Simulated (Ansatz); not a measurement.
## Levels of theory for In2BiP (ordering on zincblende)

All numbers come from the PAW code Ansatz. These are computed values for a spin-unpolarised cell that may be hypothetical; none is a measurement.

The cell is In2BiP, ordered on the zincblende lattice (I-42d) with 8 atoms a cell; cell and atoms were relaxed with r2SCAN. It is tetragonal, I-42d (No. 122); conventional cell a = 6.342 Å, c = 12.500 Å, 31.42 Å³ an atom. P is surrounded by 4 In at 2.59 Å; In is surrounded by 2 P at 2.59 Å and 2 Bi at 2.90 Å; Bi is surrounded by 4 In at 2.90 Å.

```cif
data_structure
_symmetry_space_group_name_H-M 'I-42d'
_symmetry_Int_Tables_number 122
_cell_length_a 6.3421
_cell_length_b 6.3421
_cell_length_c 12.5003
_cell_angle_alpha 90.000
_cell_angle_beta 90.000
_cell_angle_gamma 90.000
_cell_volume 502.79
loop_
_atom_site_label
_atom_site_type_symbol
_atom_site_symmetry_multiplicity
_atom_site_Wyckoff_symbol
_atom_site_fract_x
_atom_site_fract_y
_atom_site_fract_z
_atom_site_occupancy
P1 P 4 a 0.00000 0.50000 0.25000 1
In1 In 8 d 0.29253 0.75000 0.62500 1
Bi1 Bi 4 b 0.50000 0.00000 0.25000 1
```

Relaxed lattice by functional, symmetry kept:
```
functional  k mesh  a (Å)   c (Å)  volume (Å³/atom)
       PBE   6×6×6  6.421  12.619             32.52
    r2SCAN   6×6×6  6.342  12.500             31.42
```

On this one geometry the levels give:
```json
{"level": "PBE", "k mesh": "6×6×6", "gap (eV)": "0.03", "kind": "indirect", "edges": "S₀–Γ (0.90) → Γ", "least direct gap (eV)": "0.09"}
{"level": "r2SCAN", "k mesh": "6×6×6", "gap (eV)": "0.03", "kind": "indirect", "edges": "S₀–Γ (0.90) → Γ", "least direct gap (eV)": "0.18"}
{"level": "HSE06", "k mesh": "4×4×4", "gap (eV)": "0.03", "kind": "indirect", "edges": "S₀–Γ (0.90) → Γ", "least direct gap (eV)": "0.20"}
```
All runs use a smearing of 0.02 eV.
Wave cutoffs: 420 eV, 500 eV (r2SCAN).
Points off the special ones are mesh points or PBE's searched band edges, reused at the other levels.

HSE06 gives an indirect gap of 0.03 eV, from S₀–Γ (0.90 of the way from S₀) to Γ; the least direct gap is 0.20 eV at Γ. (With 0.02 eV of smearing so small a gap leaves both edges partly filled, and it could close between the points sampled.) With r2SCAN, at Γ the top three valence levels group as 2+1 from the top, spread over 305 meV.

All these functionals give a gap of the same kind, indirect.

Spin-orbit coupling is left out; in compounds of Pb, Bi, Tl or Hg it can lower a gap by up to about 1 eV, split its edges or invert the bands.

The splittings at Γ are without spin-orbit coupling, which regroups them where it is of like size or larger.
